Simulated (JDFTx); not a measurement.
An input for a modified build of JDFTx (C6H4S4 (SMILES C1=CSC(=C2SC=CS2)S1), charge 0, multiplicity 1; bohr, hartree):

```
lattice \
  25.0388711513 0.0000000000 0.0000000000 \
  0.0000000000 15.1178089970 0.0000000000 \
  0.0000000000 0.0000000000 9.9210621543
coords-type Cartesian
ion C -5.9808658231 -1.2565850807 0.0000014400 0
ion C -5.9808629182 1.2565885867 0.0000013691 0
ion S -3.0756940637 2.8102023997 -0.0000002978 0
ion C -1.2696750403 -0.0000007982 0.0000006430 0
ion C 1.2696749272 -0.0000008885 -0.0000005266 0
ion S 3.0756949390 2.8102029351 0.0000008387 0
ion C 5.9808651571 1.2565887885 -0.0000014400 0
ion C 5.9808653502 -1.2565863534 -0.0000013103 0
ion S 3.0756978430 -2.8102029351 0.0000004668 0
ion S -3.0756979246 -2.8102025260 -0.0000007579 0
ion H -7.6347097273 -2.4330995356 -0.0000006970 0
ion H -7.6347051350 2.4331060816 -0.0000010772 0
ion H 7.6347075869 2.4331048610 0.0000006735 0
ion H 7.6347097273 -2.4330990919 0.0000011507 0
ion-species pseudo/c_pbe_v1.2.upf
ion-species pseudo/s_pbe_v1.4.upf
ion-species pseudo/h_pbe_v1.4.upf
elec-cutoff 20 100
elec-ex-corr gga-PBE
symmetries none
coulomb-interaction Isolated
coulomb-truncation-embed 0 0 0
elec-n-bands 26
electronic-minimize nIterations 150 energyDiffThreshold 1e-7
dump-name s0.$VAR
dump End State Ecomponents EigStats BandEigs Forces ElecDensity IonicPositions
```

**Question.** What happens when this is run, and what should be changed?

**Answer.** It stops during set-up with
```
Atom 1 lies within the margin of 5 bohrs from the truncation boundary.
Expand unit cell, or if absolutely sure, reduce coulomb-truncation-ion-margin.
Failed.
```
The box is too small for the truncated Coulomb interaction: enlarge the cell, or lower coulomb-truncation-ion-margin if the density is known to be confined.
